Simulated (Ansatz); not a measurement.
TaAl (L1₀ or tetragonal B2, P4/mmm) under volume change, plane-wave PAW PBE (Ansatz code), shape and atoms relaxed at each volume.

```tsv
V (Å³/atom)	E − E(relaxed) (meV/atom)	P (GPa)
15.300	(withheld)	(withheld)
15.804	(withheld)	(withheld)
16.309	7.8	5.06
16.813	0.0	0.00
17.318	7.0	-4.35
17.822	26.8	-8.09
18.326	57.4	-11.30
```

Problem. Some entries are withheld; supply them.

Solution. 
- 15.300, E − E(relaxed) (meV/atom): 77.7
- 15.300, P (GPa): 17.79
- 15.804, E − E(relaxed) (meV/atom): 32.7
- 15.804, P (GPa): 10.95

Problem. What does a third-order Birch–Murnaghan fit give for V₀, B₀ and B′?

Solution. V₀ = 16.81 Å³/atom, B₀ = 156 GPa, B′ = 4.0.

The start of the workflow was typed in or built on a structure type; neither database checked (COD, Materials Project) lists it. Its standing as an ambient phase is unchecked. The PBE relaxation kept the symmetry of its start; whether a distortion lowers the energy is not shown. The run is not spin-polarised. Scalar-relativistic: spin–orbit coupling is off unless named, which matters more the heavier the elements.

Potentials: the later of the program's two PAW sets.
